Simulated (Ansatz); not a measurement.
Ni (fcc, Cu type)

```xyz
1
Lattice="0.0000 1.7314 1.7314 1.7314 0.0000 1.7314 1.7314 1.7314 0.0000" Properties=species:S:1:pos:R:3 pbc="T T T"
Ni     0.0000     0.0000     0.0000
```

The slice is a {110} plane (indices of the conventional cell) through the point (0.000, 0.000, 0.000) (fractional), spanned by u = [100] and v = [1 -1 -1] in vectors of this cell: u (2.45 Å) and v (3.46 Å, at 90° to u). It covers one period; positions are fractions (u, v).

The numbers are results of PBEsol (plane waves to 420 eV, PAW, scalar-relativistic; Ansatz, a program for electronic structure), not measurements. k mesh 23×23×23. These are valence fields of a PAW run, semicore shells included where kept as valence: close to a nucleus they are smooth pseudo fields. Ni was relaxed with its symmetry unable to fall. Relaxed Ni ends ferromagnetic. Other magnetic orders were not checked, so this need not be the ground state.

### Question
What is the valence density on the shortest Ni–Ni line in this plane (2.45 Å), at its midpoint?

### Answer
0.35 e/Å³.

### Question
What is the ELF at the midpoint of the shortest Ni–Ni line in this plane (2.45 Å)?

### Answer
0.2.

### Question
Predict the map of the spin density, up minus down on the slice.

### Answer
```
|86310000000000136|
|43210000000000123|
|11100000000000011|
|00000000000000000|
|00000000000000000|
|00000000000000000|
|00000000000000000|
|00000000000000000|
|00000000000000000|
|00000000000000000|
|00000000000000000|
|00000000000000000|
|00000000000000000|
|00000000000000000|
|00000000000000000|
|00000000000000000|
|00000000000000000|
|00000000000000000|
|00000000000000000|
|00000000000000000|
|11100000000000011|
|43210000000000123|
|86310000000000136|
|98410000000000148|
```
Scale: ten equal steps from -0.01 (start of '0') to 2.79 (end of '9'), in the order '0123456789'. Values: spin density, up minus down in e/Å³. The map has 17 points along u (one character each, u = 0 at the left) and 24 along v (v = 0 in the bottom row).
